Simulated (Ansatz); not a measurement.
Data:

Nb2N:
```
Nb2N
1.0
    5.26591     0.00000     0.00000
   -2.63296     4.56042     0.00000
    0.00000     0.00000     4.94550
Nb N
6 3
Cartesian
 -0.87829   1.52123   3.71472
 -1.75467   3.03918   1.23077
  1.75467   3.03918   3.71472
  0.87829   1.52123   1.23077
  1.75657   0.00000   3.71472
  3.50934   0.00000   1.23077
  2.63296   1.52014   2.47275
  0.00000   3.04028   2.47275
  0.00000   0.00000   0.00000
```

This is the PBEsol-relaxed structure.

Problem. All from plane-wave PAW PBEsol (Ansatz code), unless another level is named. Estimate the Debye temperature from the elastic constants.

Solution. 571 K.

Problem. Next, the highest zone-centre frequency?

Solution. 17.95 THz.

Space group P-31m. The workflow started from a Materials Project entry (that database holds measured and hypothetical structures alike); the Crystallography Open Database copy checked does not list it. Its standing as an ambient phase is unchecked. The PBEsol relaxation kept the symmetry of its start; its stability against distortions is not shown here. No spin polarisation was allowed. With an odd number of electrons in the cell and no spin polarisation, the count alone makes it a metal. As this level gives no gap, shear constants depend on the k-mesh and smearing (Fermi–Dirac, 0.1 eV here). As this level gives no gap, phonon frequencies hold no LO–TO term and depend on the k-mesh and smearing (Fermi–Dirac, 0.1 eV here).

Potentials: the later of the program's two PAW sets.
